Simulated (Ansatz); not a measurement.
Al₂Au (fluorite or antifluorite type) was relaxed and computed twice in Ansatz (plane waves, PAW), once with PBE and once with r²SCAN.

```tsv
	run 1	run 2
cell	a = 6.0609 Å, b = 6.0609 Å, c = 6.0609 Å, α = 90.00°, β = 90.00°, γ = 90.00°	a = 6.0101 Å, b = 6.0101 Å, c = 6.0101 Å, α = 90.00°, β = 90.00°, γ = 90.00°
ΔH_f (eV/atom)	-0.43	-0.49
```

Q: Which run used which functional?

A: Run 1 is PBE, run 2 is r²SCAN.

All cells were relaxed under the symmetry of their starts (and spin orders); stability against distortions was not tested throughout. Scalar-relativistic: spin–orbit coupling is off unless named, which matters more the heavier the elements.

Potentials: the later of the program's two PAW sets.

Ansatz (a program for electronic structure) is a plane-wave DFT program.

Formation energies count from the lowest solids of the elements computed at the same level, not from gases.
